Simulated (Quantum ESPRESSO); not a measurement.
## Kohn-Sham bands of SiRu (P2₁3)

```xyz
8
Lattice="4.7086 0.0000 0.0000 0.0000 4.7086 0.0000 0.0000 0.0000 4.7086" Properties=species:S:1:pos:R:3 pbc="T T T"
Si     0.7648     1.5895    -1.5895
Si     1.5895    -1.5895     0.7648
Si    -1.5895     0.7648     1.5895
Si    -0.7648    -0.7648    -0.7648
Ru    -0.6093    -1.7450     1.7450
Ru    -1.7450     1.7450    -0.6093
Ru     1.7450    -0.6093    -1.7450
Ru     0.6093     0.6093     0.6093
```

Materials Project entry mp-189; symmetrised, unrelaxed at this level. Not found in the COD (Crystallography Open Database) copy used; not checked further. Computed values, not measurements, from PBEsol: Quantum ESPRESSO (norm-conserving PseudoDojo potentials, cutoff 68 Ry, no spin polarisation, no spin-orbit coupling) on a Γ-centred 4×4×4 mesh, then Wannier90. Density: 8×8×8 mesh, cold smearing 0.01 Ry. The gap is small at this level and was sampled on the meshes and a path alone.

### Question
List the Kohn-Sham levels between −8 and 3.2 eV relative to the valence-band maximum at the high-symmetry points, as a band run of pw.x on that density gives them (levels within 2 meV counted together).

### Answer
```
point  k (reciprocal lattice)                                                                                                                                                          levels (eV)
-----  ----------------------  -------------------------------------------------------------------------------------------------------------------------------------------------------------------
Γ           0.000 0.000 0.000                                                      -5.42 (×3), -4.59, -4.51 (×3), -3.71 (×3), -3.70 (×2), -2.41 (×3), -0.47 (×3), -0.29 (×2), 1.04 (×3), 3.19 (×3)
X           0.000 0.500 0.000  -7.94 (×2), -6.10 (×2), -4.76 (×2), -4.40 (×2), -3.79 (×2), -3.62 (×2), -3.03 (×2), -2.62 (×2), -2.08 (×2), -0.88 (×2), -0.13 (×2), 0.31 (×2), 2.30 (×2), 2.82 (×2)
M           0.500 0.500 0.000                         -5.65 (×2), -5.32 (×2), -4.52 (×2), -4.46 (×2), -2.76 (×2), -2.69 (×2), -2.31 (×2), -2.11 (×2), -1.68 (×2), -0.83 (×2), 1.05 (×2), 1.52 (×2)
R           0.500 0.500 0.500                                                                                                -6.21 (×4), -4.10 (×4), -3.95 (×4), -1.47 (×4), -1.06 (×4), 0.70 (×4)
X_1         0.500 0.000 0.000  -7.94 (×2), -6.10 (×2), -4.76 (×2), -4.40 (×2), -3.79 (×2), -3.62 (×2), -3.03 (×2), -2.62 (×2), -2.08 (×2), -0.88 (×2), -0.13 (×2), 0.31 (×2), 2.30 (×2), 2.82 (×2)
```
